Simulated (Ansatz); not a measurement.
Given:

La2O3:
```yaml
crystal:
  lattice:
    - [3.93533, 0.00000, 0.00000]
    - [-1.96766, 3.40809, 0.00000]
    - [0.00000, 0.00000, 6.12550]
  atoms:
    - { symbol: La, position: [0.66667, 0.33333, 0.75389] }
    - { symbol: La, position: [0.33333, 0.66667, 0.24611] }
    - { symbol: O, position: [0.66667, 0.33333, 0.35386] }
    - { symbol: O, position: [0.33333, 0.66667, 0.64614] }
    - { symbol: O, position: [0.00000, 0.00000, 0.00000] }
```

This is the r²SCAN-relaxed structure. Cartesian axes are those of the cell as given.

**Question.** All from r²SCAN in the plane-wave PAW code Ansatz, unless another level is named. Give the highest zone-centre frequency (without LO–TO term).

**Answer.** 441 cm⁻¹.

**Question.** Predict the Poisson's ratio.

**Answer.** 0.34.

**Question.** Next, the elastic constants (relaxed ions, GPa)?

**Answer.** C11 = 212, C12 = 127, C13 = 85.2, C14 = 31.3, C33 = 134, C44 = 63.8.

Space group P-3m1 (La2O3 or Ni2Al3 type). The r²SCAN relaxation kept the symmetry of its start; of distortions, only those at the zone centre were tested. Spin–orbit coupling is left out wherever it is not named.

Potentials: the earlier of the program's two PAW sets.
